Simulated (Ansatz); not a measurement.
Al:
```yaml
crystal:
  lattice:
    - [0.00000, 1.99162, 1.99162]
    - [1.99162, 0.00000, 1.99162]
    - [1.99162, 1.99162, 0.00000]
  atoms:
    - { symbol: Al, position: [0.00000, 0.00000, 0.00000] }
```

Relaxed with LDA. Special points in fractions of this cell's reciprocal vectors: Γ (0.000, 0.000, 0.000); X (0.500, 0.000, 0.500); U (0.625, 0.250, 0.625); K (0.375, 0.375, 0.750); L (0.500, 0.500, 0.500); W (0.500, 0.250, 0.750).

Q: List the band energies nearest the Fermi level at these points for the program Ansatz at the LDA level (PAW).

A: In eV from the Fermi level; about four levels below and three above (degenerate sets whole), none deeper than 8.9 eV; … stands for higher levels left out; points with the same levels are listed once.

| k | below | above |
|---|---|---|
| Γ | – | … |
| X | -2.98 -1.62 | 5.28 … |
| U | -1.93 -1.40 -0.36 | … |
| L | -4.70 -4.45 | … |
| W | -0.87 -0.87 | 0.14 … |

Space group Fm-3m (fcc (Cu type)). Symmetry was held in the LDA relaxation.

Potentials: the earlier of the program's two PAW sets.
